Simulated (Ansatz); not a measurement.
Here is the system:

Ta2Si:
```cif
data_Si2Ta4
_chemical_formula_sum 'Ta4 Si2'
_space_group_name_H-M_alt 'P 1'
_space_group_IT_number 1
_cell_length_a 5.04050
_cell_length_b 5.04050
_cell_length_c 5.04050
_cell_angle_alpha 104.539
_cell_angle_beta 104.539
_cell_angle_gamma 119.863
loop_
_space_group_symop_operation_xyz
  'x, y, z'
loop_
_atom_site_label
_atom_site_type_symbol
_atom_site_fract_x
_atom_site_fract_y
_atom_site_fract_z
_atom_site_occupancy
Ta1 Ta 0.66364 0.83636 0.50000 1
Ta2 Ta 0.33636 0.16364 0.50000 1
Ta3 Ta 0.83636 0.33636 0.17271 1
Ta4 Ta 0.16364 0.66364 0.82729 1
Si1 Si 0.25000 0.25000 0.00000 1
Si2 Si 0.75000 0.75000 0.00000 1
```

This is the r²SCAN-relaxed structure.

Question: All from r²SCAN in the plane-wave PAW code Ansatz, unless another level is named. Predict the electronic character.

Answer: metallic (no gap).

Question: And the formation energy from the elements (no fitted shifts)?

Answer: -0.61 eV/atom.

Question: And the density of states at the Fermi level?

Answer: 0.46 states/eV per atom (mean over ±0.08 eV).

Space group I4/mcm. The workflow started from a Materials Project entry (that database holds measured and hypothetical structures alike); the Crystallography Open Database copy checked does not list it. Whether it is the stable phase at ambient conditions was not checked. The cell was relaxed with r²SCAN under the symmetry of its start; whether a distortion lowers the energy is not shown. The run is not spin-polarised. The references are the lowest solids computed at this level, not always the standard phases. Spin–orbit coupling is left out wherever it is not named.

Potentials: the earlier of the program's two PAW sets.
